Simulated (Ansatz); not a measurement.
Sr2H3I:
```
CELL_PARAMETERS angstrom
      4.23670     0.00000     0.00000
     -2.11835     3.66909     0.00000
      0.00000     0.00000     7.67295
ATOMIC_POSITIONS crystal
  Sr 0.66667 0.33333 0.67853
  Sr 0.33333 0.66667 0.32147
  H  0.00000 0.00000 0.50000
  H  0.66667 0.33333 0.35677
  H  0.33333 0.66667 0.64323
  I  0.00000 0.00000 0.00000
```

Relaxed with r²SCAN.

**Question.** Give the Bader charges and basin volumes of the independent atoms, r²SCAN (plane waves, PAW; program Ansatz).

**Answer.** 

| atom | Bader charge (e) | Bader volume (Å³) |
|---|---|---|
| Sr1 | +1.50 | 18.9 |
| H3 | -0.73 | 12.7 |
| H4 | -0.74 | 11.6 |
| I6 | -0.79 | 45.5 |

Space group P-3m1. The workflow started from a Materials Project entry (that database holds measured and hypothetical structures alike); the Crystallography Open Database copy checked does not list it. Whether it is the stable phase at ambient conditions was not checked. Symmetry was held in the r²SCAN relaxation; its stability against distortions is not shown here. Scalar-relativistic: spin–orbit coupling is off unless named, which matters more the heavier the elements.

Potentials: the later of the program's two PAW sets.
